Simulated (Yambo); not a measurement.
G0W0@LDA for Ba2CaTeO6 (space group Fm-3m, No. 225) in Yambo. Reference settings: 2×2×2 Γ-centred k mesh, 296 bands and a 8 Ry block in the screening, 296 bands in G with the Bruneval-Gonze terminator, plasmon pole fitted at 27.2 eV. The LDA gap Γ → Γ on this mesh is 2.85 eV; G0W0 gaps are taken between the same points.

Gap (Γ → Γ) in eV against the number of bands and the screening block, terminator on:

```tsv
bands (W and G)	2 Ry	3 Ry	5 Ry	6 Ry	8 Ry
79	5.391	5.261	5.175	5.181	5.206
117	5.032	4.912	4.830	4.834	4.857
167	4.898	4.764	4.683	4.687	4.709
231	4.871	4.731	4.657	4.661	4.691
296	4.853	4.707	4.633	4.641	4.674
```

Rough cost of the Yambo step against the reference (shared machines):

```json
[
 {"bands (W and G)": "79", "2 Ry": "1/5", "3 Ry": "1/5", "5 Ry": "1/5", "6 Ry": "1/5", "8 Ry": "1/4"},
 {"bands (W and G)": "117", "2 Ry": "1/4", "3 Ry": "1/4", "5 Ry": "1/3", "6 Ry": "1/3", "8 Ry": "1/2"},
 {"bands (W and G)": "167", "2 Ry": "1/2", "3 Ry": "1/2", "5 Ry": "1/2", "6 Ry": "1/2", "8 Ry": "~1"},
 {"bands (W and G)": "231", "2 Ry": "~1", "3 Ry": "~1", "5 Ry": "~1", "6 Ry": "~1", "8 Ry": "~1"},
 {"bands (W and G)": "296", "2 Ry": "~1", "3 Ry": "~1", "5 Ry": "~1", "6 Ry": "~1", "8 Ry": "1"}
]
```

At the largest block the last step in bands moves the gap by -0.017 eV; at the most bands the last step in the block moves it by 0.033 eV.

Without spin-orbit coupling, band edges of such heavy elements can be off by tenths of an eV.

The standard potential for Te keeps a d shell in the valence without the s and p states of that shell. In tests on such compounds this moved G0W0 gaps by up to about 0.9 eV, so absolute quasiparticle energies here are unreliable; differences between settings are what counts.

Geometry of the Materials Project entry, not relaxed at this level; primitive cell a = b = c = 6.017 Å, α = β = γ = 60.00°.
